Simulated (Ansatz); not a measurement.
A relaxed structure of GaCuSe2 is spoiled in several ways and relaxed again each time (noise and exchanges are one random draw each; squeezed and stretched starts keep its symmetry, which their runs cannot lower; pressure is positive under compression). Level of theory: PBE (plane waves to 420 eV, PAW, scalar-relativistic; Ansatz, a quantum-chemistry and plane-wave program).

Space group I-42d (No. 122); a = 5.6722 Å, b = 5.6722 Å, c = 11.2638 Å, α = 90.00°, β = 90.00°, γ = 90.00°

```csv
atom,site,symmetry,x,y,z
Cu,4a,-4..,0.0000,0.0000,0.0000
Ga,4b,-4..,0.0000,0.0000,0.5000
Se,8d,.2.,0.2500,0.2562,0.3750
```
(The calculation used a cell of 8 atoms; values per cell refer to that cell.)

```tsv
change	first pressure (GPa)	largest first force (eV/Å)	released (eV/atom)	moves	outcome	final group	E − E(parent) (eV/atom)
squeezed uniformly to 80 % of its volume	23	0.3	0.26	5	returns to the parent	I-42d	0.00
stretched uniformly to 130 % of its volume	-8	0.2	0.23	6	returns to the parent	I-42d	0.00
with every coordinate shifted by Gaussian noise of σ = 0.45 Å	–	–	1.1	10	returns to the parent	I-42d	0.00
```

First-step values come from each run's starting, coarser k-mesh (6×6×6, 5×5×5, 5×5×6). The runs use different k-meshes, so differences are rounded accordingly. No spin polarisation in the result.
